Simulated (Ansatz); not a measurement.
All numbers below come from DFT PBE, scalar-relativistic, plane waves, PAW in Ansatz 0.2.0. All cells share a 420 eV cutoff and Γ-centred k meshes spaced at most about 0.3 Å⁻¹ (about 0.25 or finer for metals, 2π included). Collinear spin in cells that started with moments and kept them past the coarse steps, no spin elsewhere.

These are static total energies at zero pressure. All come from trial cells, and lower structures may exist.

Question: Which of these relaxed structures of Te5Mo is the lowest in energy?
A.

```xyz
6
Lattice="8.3431 0.0000 0.0000 -4.1715 7.2253 0.0000 0.0000 0.0000 3.2587" Properties=species:S:1:pos:R:3 pbc="T T T"
Te   -1.0799    1.8704    1.6293
Te    3.0917    5.3550    1.6293
Te    2.1597    0.0000    1.6293
Te    4.1715    2.4084    0.0000
Te    0.0000    4.8169    0.0000
Mo    0.0000    0.0000    0.0000
```

B.

```xyz
6
Lattice="3.6927 0.0000 0.0000 -1.8464 3.1980 0.0000 0.0000 0.0000 15.3578" Properties=species:S:1:pos:R:3 pbc="T T T"
Te    1.8464    1.0660   13.5980
Te    0.0000    2.1320    9.8778
Te    1.8464    1.0660    7.6789
Te    0.0000    2.1320    5.4800
Te    1.8464    1.0660    1.7598
Mo    0.0000    2.1320    0.0000
```

C.

```xyz
6
Lattice="8.2618 0.0000 0.0000 0.0000 8.2618 0.0000 0.0000 0.0000 3.1420" Properties=species:S:1:pos:R:3 pbc="T T T"
Te    2.3384    0.0000    1.5710
Te    5.9233    0.0000    1.5710
Te    0.0000    2.3384    1.5710
Te    0.0000    5.9233    1.5710
Te    4.1309    4.1309    1.5710
Mo    0.0000    0.0000    0.0000
```

D.

```xyz
6
Lattice="0.0000 4.4616 4.4616 4.4616 0.0000 4.4616 4.4616 4.4616 0.0000" Properties=species:S:1:pos:R:3 pbc="T T T"
Te    6.6924    6.6924    6.6924
Te    5.5820    5.5820    3.3413
Te    5.5820    3.3413    5.5820
Te    3.3413    3.3413    3.3413
Te    3.3413    5.5820    5.5820
Mo    0.0000    0.0000    0.0000
```

Answer: B. It has space group P-6m2 (No. 187); the next, A, with space group P-62m (No. 189), lies 180 meV/atom higher. Largest moments: B no spin, A no spin, C no spin, D 4.0 μB. Counting Te atoms around Mo (those within 1.25 times the shortest such distance or 1.15 times the sum of covalent radii), the lowest and the next both have Mo 6. Even the lowest lies +0.04 eV/atom against the elements.

No dispersion correction is applied, so the spacing and binding between layers, chains or molecules are poorly described (P-6m2, P-62m, P4/mmm), and this can change margins and order among such cells. Spin–orbit coupling, which can matter for Te, is left out. The magnetic state reached may not be the lowest. Cells relaxed within their symmetry can be saddle points. Some structure types and database cells were kept out of the candidates from the start, so a known form may be missing.
